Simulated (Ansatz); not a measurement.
MgO:
Space group Fm-3m (No. 225); a = b = c = 4.2042 Å, α = β = γ = 90.00°

| atom | site | symmetry | x | y | z |
|---|---|---|---|---|---|
| O | 4a | m-3m | 0.0000 | 0.0000 | 0.0000 |
| Mg | 4b | m-3m | 0.5000 | 0.5000 | 0.5000 |
(The calculation used a cell of 2 atoms; values per cell refer to that cell.)

Relaxed with r²SCAN.

**Question.** Give the optical modes at the zone centre with their infrared and Raman activity from DFPT, plane-wave PAW r²SCAN (Ansatz code).

**Answer.** Transverse frequencies, without the LO–TO term; a row sums one degenerate level.

```tsv
ω (cm⁻¹)	degeneracy	IR ((D/Å)²/amu)	Raman (Å⁴/amu)	activity	symmetry
399	3	28.08	0	IR	T1u
```

**Question.** How high does the top mode go among those that the LO–TO term moves?

**Answer.** 719 cm⁻¹ for q along x.

The cell was relaxed with r²SCAN under the symmetry of its start; phonons on a q-mesh show no instability.

Potentials: the later of the program's two PAW sets.
